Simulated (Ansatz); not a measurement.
Simulated powder pattern, Ag Kα, λ = 0.560885 Å (kinematic, ideal powder, no thermal factors, no anomalous dispersion; the 30 strongest lines at most, above 1 %, up to 2θ = 30°):

| 2θ (°) | I/Imax (%) |
|---|---|
| 7.36 | 12 |
| 9.30 | 19 |
| 10.98 | 43 |
| 12.29 | 100 |
| 12.36 | 26 |
| 13.54 | 12 |
| 16.25 | 2.6 |
| 17.71 | 14 |
| 17.99 | 12 |
| 18.15 | 33 |
| 18.60 | 18 |
| 18.65 | 50 |
| 18.85 | 17 |
| 19.03 | 10 |
| 20.54 | 13 |
| 22.21 | 5.2 |
| 22.82 | 8.8 |
| 22.94 | 9.3 |
| 24.22 | 4.1 |
| 25.99 | 11 |
| 26.03 | 2.8 |
| 26.18 | 7.4 |
| 26.28 | 9.4 |
| 28.02 | 9.2 |
| 29.03 | 4.8 |
| 29.29 | 3.8 |
| 29.31 | 6.2 |
| 29.60 | 6.4 |
| 29.76 | 6.9 |
| 29.86 | 3.8 |

The pattern belongs to a structure relaxed with DFT-r²SCAN in the program Ansatz with PAW potentials.

Pick the material that matches.
(A) TiSi2, Cmcm (Ti on 4c, Si on 4c, Si on 4c)
(B) Si, P4_32_12 (Si on 4a, Si on 8b)
(C) SiBi2O5, Cmcm (Pearson symbol oS32)
(D) C, P4_32_12 (C on 4a, C on 8b)

B, Si, P4_32_12 (Si on 4a, Si on 8b)

Give the lattice parameters.

a = 5.671 Å, c = 6.849 Å.

The start of the workflow was typed in or built on a structure type; neither database checked (COD, Materials Project) lists it. It is not the phase usual at ambient conditions (space group No. 227). The cell was relaxed with r²SCAN under the symmetry of its start; whether a distortion lowers the energy is not shown.

Potentials: the earlier of the program's two PAW sets.
